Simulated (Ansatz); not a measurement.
## Al: two-dimensional strain map

The calculation used DFT PBEsol, scalar-relativistic, plane waves, PAW (Ansatz 0.2.0). The runs took a 420 eV cutoff, a Γ-centred 20×20×20 mesh and Gaussian smearing (0.15 eV). No spin polarisation. Energies are free energies at this smearing, counted from the undisturbed cell; pressure is positive in compression.

Zero of the scan (as given, not relaxed at this level; it stands at 2.2 GPa; this bcc form isn't the usual structure):

```yaml
crystal:
  lattice:
    - [-1.59122, 1.59122, 1.59122]
    - [1.59122, -1.59122, 1.59122]
    - [1.59122, 1.59122, -1.59122]
  atoms:
    - { symbol: Al, position: [0.00000, 0.00000, 0.00000] }
```

The cell is strained by p along both x and y and by q along z, fractional coordinates fixed. Points are written (p, q).

Energy above the undisturbed cell in meV/atom (a dash: not computed):

```csv
p \ q,-0.030,-0.015,0.000,0.015,0.030
-0.030,56.4,41.0,27.4,?,5.0
0.000,9.0,–,0.0,–,-4.4
0.030,?,–,-0.6,–,9.9
```

Problem. Fill in the withheld energies.

Solution. (-0.030, 0.015): 15.5; (0.030, -0.030): -7.7.